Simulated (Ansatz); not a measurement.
## Course of a relaxation: AlGa₃Sb₂

The guess for AlGa₃Sb₂ was made by a generator: random cell by space group and Wyckoff sites (P6/mmm, No. 191). Lengths were set from tabulated atomic sizes, so they are only a guess.

```cif
data_structure
_symmetry_space_group_name_H-M 'P 1'
_symmetry_Int_Tables_number 1
_cell_length_a 5.9960
_cell_length_b 5.9960
_cell_length_c 4.5694
_cell_angle_alpha 90.000
_cell_angle_beta 90.000
_cell_angle_gamma 120.000
_cell_volume 142.27
loop_
_atom_site_label
_atom_site_type_symbol
_atom_site_fract_x
_atom_site_fract_y
_atom_site_fract_z
_atom_site_occupancy
Al1 Al 0.00000 0.00000 0.00000 1
Ga1 Ga 0.33333 0.66667 0.00000 1
Ga2 Ga 0.66667 0.33333 0.00000 1
Ga3 Ga 0.00000 0.00000 0.50000 1
Sb1 Sb 0.33333 0.66667 0.50000 1
Sb2 Sb 0.66667 0.33333 0.50000 1
```

The calculation used DFT PBE, scalar-relativistic, plane waves, PAW in Ansatz 0.2.0. Cutoff 420 eV, Gaussian smearing, Γ-centred meshes. Cell and atoms relax first on a coarse mesh and then on a finer one. In between, the cell is made exact in the group found at 0.06 Å. In metals the finer mesh still leaves noise of several meV/atom or more. The steps can't lower the symmetry of their start. No spin polarisation.

Steps on the 3×3×4 mesh (6 atoms, 11 steps). The free energy counts from the last step; some steps are skipped; the plane-wave basis is renewed at times, which shifts energy and pressure.

| step | ΔF (meV/atom) | V (Å³/atom) | P (GPa) |
| --- | --- | --- | --- |
| 1 | 869.8 | 23.71 | 12.70 |
| 2 | 598.4 | 24.46 | 6.06 |
| 3 | 335.8 | 24.41 | 2.76 |
| 4 | 151.0 | 23.92 | 0.81 |
| 5 | 24.0 | 22.78 | 0.75 |
| 7 | 13.5 | 22.71 | 0.39 |
| 8 | 13.4 | 22.87 | -0.03 |
| 9 | 1.8 | 22.87 | 0.77 |
| 10 | 0.1 | 23.10 | 0.21 |
| 11 | 0.0 | 23.10 | 0.21 |

The relaxed structure, after a last relaxation on the converged mesh:

```xyz
6
Lattice="5.2631 0.0000 0.0000 -2.6315 4.5580 0.0000 0.0000 0.0000 5.6669" Properties=species:S:1:pos:R:3 pbc="T T T"
Al    0.0000    0.0000    0.0000
Ga    0.0000    3.0387    0.0000
Ga    2.6315    1.5193    0.0000
Ga    0.0000    0.0000    2.8335
Sb    0.0000    3.0387    2.8335
Sb    2.6315    1.5193    2.8335
```

The symmetry stays P6/mmm (No. 191). The volume per atom shrinks by 4.4 %, from 23.7 to 22.7 Å³. The shortest distance goes from 2.28 Å (Al–Ga and Ga–Sb) to 2.83 Å (Al–Ga and Ga–Sb). The ratio c/a of the conventional cell changes by a factor of 1.41. The energy falls by about 0.82 eV/atom (the start's value is from the coarse mesh). Al has 2 Ga at 2.83 Å and 6 Ga at 3.04 Å; Ga on a site of symmetry -6m2 has 2 Sb at 2.83 Å, 3 Al at 3.04 Å and 3 Ga at 3.04 Å; around Sb lie 2 Ga at 2.83 Å, 3 Ga at 3.04 Å and 3 Sb at 3.04 Å; 1 more site not described.

```json
{
 "Volume per atom": "22.66 Å³",
 "Density": "5.86 g/cm³",
 "Formation energy": "+0.16 eV/atom",
 "Gap on the 12×12×8 mesh of the 6-atom cell": "0 eV (a metal)"
}
```

Energies over the elements count from the elements' standard structures at the same level, with no fitted energy shifts.

The last run used Gaussian smearing of 0.10 eV. These runs have no spin–orbit coupling, which can matter for Sb. Symmetry constrained the relaxation, so the result can be a saddle point. In all, the 4 runs took 7.9 min on 1 thread of Intel(R) Xeon(R) Processor @ 2.50GHz (Skylake/Cascade Lake), with other jobs on the host.
